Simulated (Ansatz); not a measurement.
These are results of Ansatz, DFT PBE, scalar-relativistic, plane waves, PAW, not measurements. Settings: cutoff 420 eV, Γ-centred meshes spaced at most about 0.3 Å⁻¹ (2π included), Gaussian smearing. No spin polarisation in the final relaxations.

These are static total energies at zero pressure.

Two forms of Hf3SnS8 were relaxed alike.

A.

```yaml
crystal:
  lattice:
    - [3.66394, 0.00000, 0.00000]
    - [-1.83197, 3.17306, 0.00000]
    - [0.00000, 0.00000, 27.47231]
  atoms:
    - { symbol: Hf, position: [0.00000, 0.00000, 0.25169] }
    - { symbol: Hf, position: [0.00000, 0.00000, 0.50000] }
    - { symbol: Hf, position: [0.00000, 0.00000, 0.74831] }
    - { symbol: Sn, position: [0.00000, 0.00000, 0.00000] }
    - { symbol: S, position: [0.33333, 0.66667, 0.05428] }
    - { symbol: S, position: [0.33333, 0.66667, 0.30414] }
    - { symbol: S, position: [0.33333, 0.66667, 0.55245] }
    - { symbol: S, position: [0.33333, 0.66667, 0.80076] }
    - { symbol: S, position: [0.66667, 0.33333, 0.19924] }
    - { symbol: S, position: [0.66667, 0.33333, 0.44755] }
    - { symbol: S, position: [0.66667, 0.33333, 0.69586] }
    - { symbol: S, position: [0.66667, 0.33333, 0.94572] }
```

B.

```yaml
crystal:
  lattice:
    - [3.66397, 0.00000, 0.00000]
    - [-1.83198, 3.17309, 0.00000]
    - [0.00000, 0.00000, 27.75448]
  atoms:
    - { symbol: Hf, position: [0.33333, 0.66667, 0.31280] }
    - { symbol: Hf, position: [0.66667, 0.33333, 0.06388] }
    - { symbol: Hf, position: [0.66667, 0.33333, 0.56175] }
    - { symbol: Sn, position: [0.33333, 0.66667, 0.81158] }
    - { symbol: S, position: [0.66667, 0.33333, 0.36471] }
    - { symbol: S, position: [0.66667, 0.33333, 0.86530] }
    - { symbol: S, position: [0.33333, 0.66667, 0.11579] }
    - { symbol: S, position: [0.33333, 0.66667, 0.61367] }
    - { symbol: S, position: [0.00000, 0.00000, 0.01196] }
    - { symbol: S, position: [0.00000, 0.00000, 0.50983] }
    - { symbol: S, position: [0.00000, 0.00000, 0.26088] }
    - { symbol: S, position: [0.00000, 0.00000, 0.75785] }
```

Question: Which is lower in energy, and by how much?

Answer: They are level within the accuracy (under 1 meV/atom apart). A has Hf and Sn ordered on cadmium iodide sites, space group P-3m1 (No. 164), 26.6 Å³/atom and a gap of 1.20 eV on its mesh; B has space group P3m1 (No. 156), 26.9 Å³/atom and a gap of 1.21 eV. In A, Hf on a site of symmetry 3m has 6 S at 2.56 Å; Sn is surrounded by 6 S at 2.59 Å; S on its first site has 3 Sn at 2.59 Å; 4 more sites not described. In B, Hf on its first site is surrounded by 6 S at 2.56 Å; Sn has 6 S at 2.59 Å; S on its first site is surrounded by 3 Hf at 2.56 Å; 9 more sites not described. Both come from invented guesses.

Weakly bound directions are ill-defined at this level, which has no dispersion term (P-3m1, P3m1), and this can change margins and order among such cells. Spin–orbit coupling, which can matter for Hf, is left out. Kohn–Sham gaps at this level usually fall short of measured ones. Cells relaxed within their symmetry can be saddle points.
